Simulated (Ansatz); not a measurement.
# Ba₄TiN₄, one structure, two calculations

Cell: a computed structure from the Materials Project (it need not be an observed phase), taken as it stands.

```cif
data_Ba4TiN4
_symmetry_space_group_name_H-M 'P-1'
_symmetry_Int_Tables_number 2
_cell_length_a 6.8161
_cell_length_b 6.9107
_cell_length_c 9.6890
_cell_angle_alpha 72.379
_cell_angle_beta 80.352
_cell_angle_gamma 66.141
loop_
_atom_site_label
_atom_site_type_symbol
_atom_site_symmetry_multiplicity
_atom_site_Wyckoff_symbol
_atom_site_fract_x
_atom_site_fract_y
_atom_site_fract_z
Ba1 Ba 2 i 0.7788 0.5756 0.1528
Ba3 Ba 2 i 0.7382 0.2256 0.9642
Ba5 Ba 2 i 0.7156 0.5032 0.5629
Ba7 Ba 2 i 0.2168 0.9683 0.6196
Ti Ti 2 i 0.7348 0.8399 0.7552
N11 N 2 i 0.9562 0.6914 0.6224
N13 N 2 i 0.9086 0.8136 0.9108
N15 N 2 i 0.5484 0.6706 0.8170
N17 N 2 i 0.4307 0.8600 0.3596
```

One atom of each set is listed.

First run. Computed with Ansatz: DFT, PBE, plane waves and PAW, scalar-relativistic, 420 eV cutoff, Γ-centred 5×5×3 k-points, Fermi–Dirac smearing 0.02 eV.

```csv
site,V_zz (10²¹ V/m²),η
Ba1,14.38,0.38
Ba3,-19.10,0.19
Ba5,17.35,0.58
Ba7,18.48,0.52
Ti,-2.68,0.92
N11,1.65,0.96
N13,-1.82,0.93
N15,-1.58,0.66
N17,-2.74,0.19
```

Second run. The same atoms and settings, except that the functional is r2SCAN and the cutoff is 500 eV.

(1) Given the first result, estimate the second.

Results:

(1) 

| site | V_zz | η | change of V_zz |
| --- | --- | --- | --- |
| Ba1 | 14.86 | 0.35 | +0.48 |
| Ba3 | -19.83 | 0.22 | -0.73 |
| Ba5 | 17.69 | 0.59 | +0.34 |
| Ba7 | 19.35 | 0.52 | +0.87 |
| Ti | -2.61 | 0.96 | +0.07 |
| N11 | 1.69 | 0.84 | +0.04 |
| N13 | -1.84 | 0.97 | -0.02 |
| N15 | -1.60 | 0.71 | -0.02 |
| N17 | -2.81 | 0.20 | -0.07 |

The largest change of V_zz is on Ba7, from 18.48 to 19.35. In per cent, |V_zz| changes by +2 to +5 on Ba, -3 on Ti, +1 to +3 on N (all sites that start above 0.5).

Without spin–orbit coupling (the program notes it for Ba) the gradients can shift somewhat, as the gap is small.
